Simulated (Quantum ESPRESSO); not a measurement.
# Zr3GaO7F: one run as intended and one with a planted mistake

Simulated, not a measurement. The program is pw.x of Quantum ESPRESSO 7.5 (plane-wave density functional theory). The cell is made up: 12 atoms on a fluorite lattice, with randomly drawn elements, strain and displacements, not relaxed. PseudoDojo standard norm-conserving files (v0.5 for PBE, v0.4.1 for LDA and PBEsol) set the functional; there is no spin polarisation, spin-orbit coupling or dispersion term, and the masses in the input are unused placeholders.

Intended input:

```
&control calculation='scf', pseudo_dir='./dojo.nc.sr.pbe.v0_5.standard.upf', outdir='./o', disk_io='medium', tprnfor=.true., tstress=.true. /
&system ibrav=0, nat=12, ntyp=4, nbnd=55, ecutwfc=84.00895049, nosym=.true., tot_charge=0,
 occupations='smearing', smearing='fd', degauss=0.0018374661
/
&electrons conv_thr=7.350e-09, electron_maxstep=60, /
ATOMIC_SPECIES
F 1.0 F.upf
Ga 1.0 Ga.upf
O 1.0 O.upf
Zr 1.0 Zr.upf
CELL_PARAMETERS angstrom
5.0792 0.0719 0.031
0.0719 5.1411 0.0367
0.031 0.0367 5.0356
ATOMIC_POSITIONS angstrom
Zr -0.1982 -0.0455 -0.0535
Zr -0.0064 2.6244 2.4783
Zr 2.6259 0.114 2.3995
Ga 2.6977 2.718 0.0546
O 1.3695 1.4665 1.4635
F 1.2142 1.46 3.7112
O 1.1983 3.932 1.2735
O 1.4187 4.0079 3.8641
O 3.9452 1.4344 1.225
O 3.802 1.5032 3.7701
O 3.8142 3.9705 1.3428
O 4.0122 3.9047 3.8638
K_POINTS automatic
4 4 4 1 1 1
```

The log is shortened where brackets say so; the opening notice, blank lines, dates and the lines on written files are dropped, and the path of the files is cut. It prints rydbergs, bohrs and kilobars, and counts compression as positive stress. Where no state is partly filled, the Fermi energy that it prints is only some level between the filled and the empty states on the mesh, and need not lie in the true gap.

Log of the intended run:

```
     Program PWSCF v.7.5
     Parallel version (MPI & OpenMP), running on       1 processor cores
     Number of MPI processes:                 1
     Threads/MPI process:                     1
     [start-up lines left out]
     bravais-lattice index     =            0
     lattice parameter (alat)  =       9.5994  a.u.
     unit-cell volume          =     887.1046 (a.u.)^3
     number of atoms/cell      =           12
     number of atomic types    =            4
     number of electrons       =        98.00
     number of Kohn-Sham states=           55
     kinetic-energy cutoff     =      84.0090  Ry
     charge density cutoff     =     336.0358  Ry
     scf convergence threshold =      7.3E-09
     mixing beta               =       0.7000
     number of iterations used =            8  plain     mixing
     Exchange-correlation= PBE
                           (   1   4   3   4   0   0   0)
     [axes and pseudopotential details left out]
   Cartesian axes
     site n.     atom                  positions (alat units)
         1        Zr     tau(   1) = (  -0.0390173  -0.0089570  -0.0105319  )
         2        Zr     tau(   2) = (  -0.0012599   0.5166342   0.4878732  )
         3        Zr     tau(   3) = (   0.5169294   0.0224418   0.4723608  )
         4        Ga     tau(   4) = (   0.5310639   0.5350601   0.0107484  )
         5        O      tau(   5) = (   0.2695970   0.2886923   0.2881017  )
         6        F      tau(   6) = (   0.2390250   0.2874127   0.7305794  )
         7        O      tau(   7) = (   0.2358950   0.7740457   0.2506987  )
         8        O      tau(   8) = (   0.2792825   0.7889872   0.7606790  )
         9        O      tau(   9) = (   0.7766442   0.2823731   0.2411511  )
        10        O      tau(  10) = (   0.7484542   0.2959170   0.7421744  )
        11        O      tau(  11) = (   0.7508558   0.7816247   0.2643409  )
        12        O      tau(  12) = (   0.7898337   0.7686715   0.7606200  )
     number of k points=    32  Fermi-Dirac smearing, width (Ry)=  0.0018
                       cart. coord. in units 2pi/alat
        k(    1) = (   0.1225437   0.1209074   0.1244617), wk =   0.0625000
        k(    2) = (   0.1210295   0.1191281   0.3766785), wk =   0.0625000
     [further k points left out]
     Dense  grid:    92225 G-vectors     FFT dimensions: (  60,  60,  60)
     Estimated max dynamical RAM per process >     147.59 MB
     Initial potential from superposition of free atoms
     starting charge      97.9902, renormalised to      98.0000
     Starting wfcs are   71 randomized atomic wfcs
     total cpu time spent up to now is       19.9 secs
     per-process dynamical memory:    91.8 Mb
     Self-consistent Calculation
     iteration #  1     ecut=    84.01 Ry     beta= 0.70
     Davidson diagonalization with overlap
     ethr =  1.00E-02,  avg # of iterations =  2.0
     total cpu time spent up to now is       56.9 secs
     total energy              =    -736.67510509 Ry
     estimated scf accuracy    <       4.15485771 Ry
     iteration #  2     ecut=    84.01 Ry     beta= 0.70
     Davidson diagonalization with overlap
     ethr =  4.24E-03,  avg # of iterations =  6.4
     total cpu time spent up to now is       98.1 secs
     total energy              =    -735.79988908 Ry
     estimated scf accuracy    <      12.92126559 Ry
     [iterations 3 to 13 left out]
     iteration # 14     ecut=    84.01 Ry     beta= 0.70
     Davidson diagonalization with overlap
     ethr =  1.52E-10,  avg # of iterations =  2.1
     total cpu time spent up to now is      565.9 secs
     total energy              =    -738.71578029 Ry
     estimated scf accuracy    <       0.00000002 Ry
     iteration # 15     ecut=    84.01 Ry     beta= 0.70
     Davidson diagonalization with overlap
     ethr =  1.56E-11,  avg # of iterations =  4.2
     total cpu time spent up to now is      608.8 secs
     End of self-consistent calculation
     [lines on levels left out]
     the Fermi energy is    12.1745 ev
!    total energy              =    -738.71578030 Ry
     estimated scf accuracy    <          5.2E-09 Ry
     smearing contrib. (-TS)   =      -0.00000000 Ry
     internal energy E=F+TS    =    -738.71578030 Ry
     The total energy is F=E-TS. E is the sum of the following terms:
     one-electron contribution =    -150.41695199 Ry
     hartree contribution      =     144.71581124 Ry
     xc contribution           =    -172.35840831 Ry
     ewald contribution        =    -560.65623123 Ry
     convergence has been achieved in  15 iterations
     Forces acting on atoms (cartesian axes, Ry/au):
     atom    1 type  4   force =     0.10223570   -0.02578421    0.00686349
     atom    2 type  4   force =     0.04705722    0.04658427   -0.02702758
     atom    3 type  4   force =    -0.08426770   -0.00666501    0.03875005
     atom    4 type  2   force =    -0.03727033    0.02356766   -0.00074205
     atom    5 type  3   force =     0.05495501   -0.03609891   -0.08205783
     atom    6 type  1   force =     0.00717312   -0.03804113    0.08629633
     atom    7 type  3   force =     0.02012420    0.04081291    0.01024142
     atom    8 type  3   force =     0.04472786    0.00268996   -0.01760296
     atom    9 type  3   force =    -0.02694986   -0.00788711   -0.00187525
     atom   10 type  3   force =    -0.05355120   -0.05280501    0.00638121
     atom   11 type  3   force =    -0.03288843    0.00466862   -0.02733292
     atom   12 type  3   force =    -0.04134560    0.04895797    0.00810608
     Total force =     0.252741     Total SCF correction =     0.000242
     Computing stress (Cartesian axis) and pressure
          total   stress  (Ry/bohr**3)                   (kbar)     P=       65.27
   0.00044915  -0.00012062  -0.00010949           66.07      -17.74      -16.11
  -0.00012062   0.00008237   0.00013468          -17.74       12.12       19.81
  -0.00010949   0.00013468   0.00079962          -16.11       19.81      117.63
     init_run     :     17.68s CPU     19.72s WALL (       1 calls)
     electrons    :    550.77s CPU    588.91s WALL (       1 calls)
     forces       :      6.44s CPU      6.56s WALL (       1 calls)
     stress       :     26.05s CPU     26.14s WALL (       1 calls)
     [timing details left out]
     PWSCF        :  10m 1.24s CPU  10m41.88s WALL
     JOB DONE.
```

A second run has one planted mistake: the smearing is too wide. The input lines that differ, file-writing options aside:

```
- &system ibrav=0, nat=12, ntyp=4, nbnd=55, ecutwfc=84.00895049, nosym=.true., tot_charge=0,
+ &system ibrav=0, nat=12, ntyp=4, nbnd=73, ecutwfc=84.00895049, nosym=.true., tot_charge=0,
-  occupations='smearing', smearing='fd', degauss=0.0018374661
+  occupations='smearing', smearing='fd', degauss=0.0257245255
```

Its log:

```
     Program PWSCF v.7.5
     Parallel version (MPI & OpenMP), running on       1 processor cores
     Number of MPI processes:                 1
     Threads/MPI process:                     1
     [start-up lines left out]
     bravais-lattice index     =            0
     lattice parameter (alat)  =       9.5994  a.u.
     unit-cell volume          =     887.1046 (a.u.)^3
     number of atoms/cell      =           12
     number of atomic types    =            4
     number of electrons       =        98.00
     number of Kohn-Sham states=           73
     kinetic-energy cutoff     =      84.0090  Ry
     charge density cutoff     =     336.0358  Ry
     scf convergence threshold =      7.3E-09
     mixing beta               =       0.7000
     number of iterations used =            8  plain     mixing
     Exchange-correlation= PBE
                           (   1   4   3   4   0   0   0)
     [axes and pseudopotential details left out]
   Cartesian axes
     site n.     atom                  positions (alat units)
         1        Zr     tau(   1) = (  -0.0390173  -0.0089570  -0.0105319  )
         2        Zr     tau(   2) = (  -0.0012599   0.5166342   0.4878732  )
         3        Zr     tau(   3) = (   0.5169294   0.0224418   0.4723608  )
         4        Ga     tau(   4) = (   0.5310639   0.5350601   0.0107484  )
         5        O      tau(   5) = (   0.2695970   0.2886923   0.2881017  )
         6        F      tau(   6) = (   0.2390250   0.2874127   0.7305794  )
         7        O      tau(   7) = (   0.2358950   0.7740457   0.2506987  )
         8        O      tau(   8) = (   0.2792825   0.7889872   0.7606790  )
         9        O      tau(   9) = (   0.7766442   0.2823731   0.2411511  )
        10        O      tau(  10) = (   0.7484542   0.2959170   0.7421744  )
        11        O      tau(  11) = (   0.7508558   0.7816247   0.2643409  )
        12        O      tau(  12) = (   0.7898337   0.7686715   0.7606200  )
     number of k points=    32  Fermi-Dirac smearing, width (Ry)=  0.0257
                       cart. coord. in units 2pi/alat
        k(    1) = (   0.1225437   0.1209074   0.1244617), wk =   0.0625000
        k(    2) = (   0.1210295   0.1191281   0.3766785), wk =   0.0625000
     [further k points left out]
     Dense  grid:    92225 G-vectors     FFT dimensions: (  60,  60,  60)
     Estimated max dynamical RAM per process >     163.90 MB
     Initial potential from superposition of free atoms
     starting charge      97.9902, renormalised to      98.0000
     Starting wfcs are   71 randomized atomic wfcs +    2 random wfcs
     total cpu time spent up to now is       19.6 secs
     per-process dynamical memory:    95.1 Mb
     Self-consistent Calculation
     iteration #  1     ecut=    84.01 Ry     beta= 0.70
     Davidson diagonalization with overlap
     ethr =  1.00E-02,  avg # of iterations =  6.4
     total cpu time spent up to now is       80.5 secs
     total energy              =    -736.78057110 Ry
     estimated scf accuracy    <       4.03846794 Ry
     iteration #  2     ecut=    84.01 Ry     beta= 0.70
     Davidson diagonalization with overlap
     ethr =  4.12E-03,  avg # of iterations =  2.0
     total cpu time spent up to now is      139.4 secs
     total energy              =    -735.55742621 Ry
     estimated scf accuracy    <      14.05979007 Ry
     [iterations 3 to 12 left out]
     iteration # 13     ecut=    84.01 Ry     beta= 0.70
     Davidson diagonalization with overlap
     ethr =  9.52E-11,  avg # of iterations =  2.0
     total cpu time spent up to now is      619.6 secs
     total energy              =    -738.72095093 Ry
     estimated scf accuracy    <       0.00000001 Ry
     iteration # 14     ecut=    84.01 Ry     beta= 0.70
     Davidson diagonalization with overlap
     ethr =  1.23E-11,  avg # of iterations =  2.0
     total cpu time spent up to now is      665.5 secs
     End of self-consistent calculation
     [lines on levels left out]
     the Fermi energy is    12.5103 ev
!    total energy              =    -738.72095093 Ry
     estimated scf accuracy    <          9.9E-10 Ry
     smearing contrib. (-TS)   =      -0.01878317 Ry
     internal energy E=F+TS    =    -738.70216776 Ry
     The total energy is F=E-TS. E is the sum of the following terms:
     one-electron contribution =    -150.41659037 Ry
     hartree contribution      =     144.71809039 Ry
     xc contribution           =    -172.34743656 Ry
     ewald contribution        =    -560.65623123 Ry
     convergence has been achieved in  14 iterations
     Forces acting on atoms (cartesian axes, Ry/au):
     atom    1 type  4   force =     0.09835655   -0.02107900    0.00542228
     atom    2 type  4   force =     0.04195028    0.04246680   -0.02510390
     atom    3 type  4   force =    -0.07813996   -0.00355752    0.04052584
     atom    4 type  2   force =    -0.03471190    0.02069448   -0.00102911
     atom    5 type  3   force =     0.05328135   -0.03632395   -0.08203113
     atom    6 type  1   force =     0.00805982   -0.03738274    0.08680009
     atom    7 type  3   force =     0.02232098    0.04038843    0.00971932
     atom    8 type  3   force =     0.04147017    0.00454950   -0.01850811
     atom    9 type  3   force =    -0.02684057   -0.00820333   -0.00119161
     atom   10 type  3   force =    -0.05132888   -0.05445562    0.00469977
     atom   11 type  3   force =    -0.03260358    0.00446041   -0.02754993
     atom   12 type  3   force =    -0.04181426    0.04844255    0.00824649
     Total force =     0.245649     Total SCF correction =     0.000105
     Computing stress (Cartesian axis) and pressure
          total   stress  (Ry/bohr**3)                   (kbar)     P=       68.85
   0.00048267  -0.00012841  -0.00010887           71.00      -18.89      -16.01
  -0.00012841   0.00012059   0.00012931          -18.89       17.74       19.02
  -0.00010887   0.00012931   0.00080081          -16.01       19.02      117.80
     init_run     :     16.60s CPU     19.49s WALL (       1 calls)
     electrons    :    598.83s CPU    645.96s WALL (       1 calls)
     forces       :      8.84s CPU      8.96s WALL (       1 calls)
     stress       :     28.11s CPU     28.20s WALL (       1 calls)
     [timing details left out]
     PWSCF        :  10m52.69s CPU  11m43.34s WALL
     JOB DONE.
```

|  | intended run | run with the mistake |
| --- | --- | --- |
| free energy (eV) | -10050.740 | -10050.811 |
| smearing term -TS (eV) | 0.0000 | -0.2556 |
| pressure (GPa) | 6.53 | 6.88 |
| largest force component (eV/Å) | 2.629 | 2.529 |
| largest change of a force component (eV/Å) |  | 0.158 |
| iterations | 15 | 14 |

For scale, a rerun of the intended cell at a cutoff of 1467 eV and k mesh 6 x 6 x 6 moved values by no more than 0.002 eV in energy, 0.05 GPa in stress and 0.006 eV/Å in force. The number of bands, nbnd, was set by rule from the electron count and the smearing, so it follows the mistake.